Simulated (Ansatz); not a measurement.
Rh (diamond, Fd-3m) at seven volumes, r²SCAN in the plane-wave PAW code Ansatz, scaled uniformly. One row is withheld.

```
V (Å³/atom)  P (GPa)
-----------  -------
18.518         17.39
19.129             ?
19.739          4.78
20.350          0.00
20.960         -3.99
21.571         -7.31
22.181        -10.06
```

Fit the shown pressures and predict the withheld one.

P = (3/2)B₀(x^(7/2) − x^(5/2))[1 + (3/4)(B′ − 4)(x − 1)] with x = (V₀/V)^(2/3). Least squares on the six rows gives V₀ = 20.349 Å³/atom, B₀ = 145 GPa, B′ = 5.06. At V = 19.129, x = 1.0421 and P = 10.48 GPa. The run itself gave 10.51 GPa.

The start of the workflow was typed in or built on a structure type; neither database checked (COD, Materials Project) lists it. It is not the phase usual at ambient conditions (space group No. 225). Symmetry was held in the r²SCAN relaxation. At this level the phase is mechanically unstable. The workflow began spin-polarised and lost its moments.

Potentials: the earlier of the program's two PAW sets.
